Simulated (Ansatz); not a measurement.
Given:

Li (bcc, W type)

```cif
data_Li2
_chemical_formula_sum 'Li2'
_space_group_name_H-M_alt 'Im-3m'
_space_group_IT_number 229
_space_group_name_Hall '-I 4 2 3'
_cell_length_a 3.43479
_cell_length_b 3.43479
_cell_length_c 3.43479
_cell_angle_alpha 90.000
_cell_angle_beta 90.000
_cell_angle_gamma 90.000
loop_
_atom_site_label
_atom_site_type_symbol
_atom_site_symmetry_multiplicity
_atom_site_Wyckoff_symbol
_atom_site_fract_x
_atom_site_fract_y
_atom_site_fract_z
_atom_site_occupancy
Li1 Li 2 a 0.00000 0.00000 0.00000 1
```
(The calculation used a cell of 1 atom; values per cell refer to that cell.)

E(V) scan at fixed shape, V₀ the volume above. Symmetry pins the atoms to their sites.

Method: PBE (plane waves to 420 eV, PAW, scalar-relativistic; Ansatz, a quantum-chemistry and plane-wave program). k mesh 19×19×19 (Γ-centred), Fermi-Dirac smearing 0.05 eV. Energies are smeared free energies. Compression counts positive. Li was relaxed with its symmetry unable to fall. The PAW data are Ansatz's earlier set. The zero of ΔE is the relaxed starting cell.

The scan covers V/V₀ from 0.840 to 1.160 in 11 points.

Task: What bulk modulus B₀ follows from a third-order Birch-Murnaghan fit?

Result: 13.9 GPa.

Task: What is the fitted pressure derivative B₀′?

Result: 3.4.

(A scan under strain: stresses follow from slopes of the energy per volume, elastic moduli from its curvatures.)
